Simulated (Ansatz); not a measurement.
AlP:
```
CELL_PARAMETERS angstrom
      3.85087     0.00000     0.00000
     -1.92543     3.33495     0.00000
      0.00000     0.00000     8.68996
ATOMIC_POSITIONS crystal
  Al 0.50000 0.00000 0.50000
  Al 0.00000 0.50000 0.16667
  Al 0.50000 0.50000 0.83333
  P  0.50000 0.00000 0.00000
  P  0.00000 0.50000 0.66667
  P  0.50000 0.50000 0.33333
```

Relaxed with PBE. Special points in fractions of this cell's reciprocal vectors: Γ (0.000, 0.000, 0.000); M (0.500, 0.000, 0.000); K (0.333, 0.333, 0.000); A (0.000, 0.000, 0.500); L (0.500, 0.000, 0.500); H (0.333, 0.333, 0.500).

**Question.** List the band energies nearest the valence-band maximum at these points for PBE (plane waves, PAW; program Ansatz).

**Answer.** In eV from the valence-band maximum; about four levels below and three above (degenerate sets whole), none deeper than 8.9 eV; points with the same levels are listed once.

```
k                          below           above
-  -----------------------------  --------------
Γ         -0.35 -0.35 -0.06 0.00  2.07 2.12 2.12
M        -2.40 -1.82 -1.60 -1.54  0.95 1.48 1.59
K  -3.56 -3.56 -2.14 -1.57 -1.57  1.20 2.52 2.52
A        -0.57 -0.40 -0.18 -0.18  1.89 2.79 2.79
L        -2.30 -1.93 -1.79 -1.34  1.56 2.04 2.33
H        -3.43 -3.43 -2.24 -1.31  2.44 3.54 3.54
```

Space group P6_222. The cell is a constructed one: a structure type filled with these elements; neither database checked (COD, Materials Project) lists it. It is not the phase usual at ambient conditions (space group No. 216). The PBE relaxation kept the symmetry of its start; whether a distortion lowers the energy is not shown.

Potentials: the later of the program's two PAW sets.
